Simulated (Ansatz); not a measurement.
# Ideal shear of a crystal plane in Si2W

Method: Ansatz 0.2.0, DFT PBEsol, scalar-relativistic, plane waves, PAW. Cutoff 420 eV, Γ-centred 10×10×3 k-points, Gaussian smearing of 0.15 eV. Spin–orbit coupling is left out, which can shift energies with elements as heavy as these. No spin polarisation. Energies are free energies at this smearing, counted from the undisturbed cell; pressure is positive in compression.

The starting cell (relaxed at this level; this form isn't the usual structure):

```
CELL_PARAMETERS angstrom
-4.57609 0.00000 0.00000
-2.28804 -3.96301 0.00000
0.00000 0.00000 13.20661
ATOMIC_POSITIONS crystal
Si 0.83618 0.32764 0.08335
Si 0.83618 0.32764 0.58335
Si 0.67236 0.16382 0.25002
Si 0.67236 0.16382 0.75002
Si 0.16382 0.16382 0.91668
Si 0.16382 0.16382 0.41668
Si 0.16382 0.67236 0.08335
Si 0.16382 0.67236 0.58335
Si 0.32764 0.83618 0.25002
Si 0.32764 0.83618 0.75002
Si 0.83618 0.83618 0.91668
Si 0.83618 0.83618 0.41668
W 0.50000 0.50000 0.91668
W 0.50000 0.50000 0.41668
W 0.00000 0.50000 0.25002
W 0.00000 0.50000 0.75002
W 0.50000 0.00000 0.08335
W 0.50000 0.00000 0.58335
```

The cut lies on the cell's a–b face, a (0 0 1) plane (indices in the standard cell, whose axes needn't be the Cartesian ones shown) of area 18.14 Å², between layers 2.20 Å apart. Vector c is tilted by f times 0·a + 1·b (length 4.576 Å) with the atoms' Cartesian places fixed: one unrelaxed fault a cell. The traction is dγ/du, the slope of γ against the slip u in Å. Some rows repeat others by symmetry and weren't run.

| f | γ (mJ/m²) | traction (GPa) |
| --- | --- | --- |
| 0.0000 | 0 | 0.0 |
| 0.1000 | 590 | 23.0 |
| 0.2000 | 1704 | 23.0 |
| 0.3000 | 2537 | 14.9 |
| 0.4000 | 3273 | 15.7 |
| 0.5000 | 3673 | 0.0 |
| 0.6000 | 3273 | -15.7 |
| 0.7000 | 2537 | -14.9 |
| 0.8000 | 1704 | -23.0 |
| 0.9000 | 590 | -23.0 |

Read off the first barrier and the stress needed to climb it, and compare with Frenkel's sinusoid.

The first sampled maximum lies at f = 0.500, a slip of 2.29 Å, with γ ≈ 3673 mJ/m², which stands in for the unstable fault energy γ_us, and the steepest sampled slope before it is 23.0 GPa. A sinusoid γ = γ_us sin²(πu/λ) with its maximum there has λ = 4.58 Å and a largest slope πγ_us/λ = 25.2 GPa (1 mJ/m² per Å = 0.01 GPa).

Is there a metastable fault on this line?

Apart from points where γ returns to about zero, no local minimum shows among the samples, so at this sampling the line offers no fault for a dislocation to split on; a fault can still lie off the line.

The cut is rigid; relaxing the faces lowers these energies and usually the stresses.

In a metal these slopes depend on the k mesh and the smearing.

Cost: 6 runs of about 4 core-minutes in all, on AMD EPYC 9R45 (Zen 5) (shared hosts).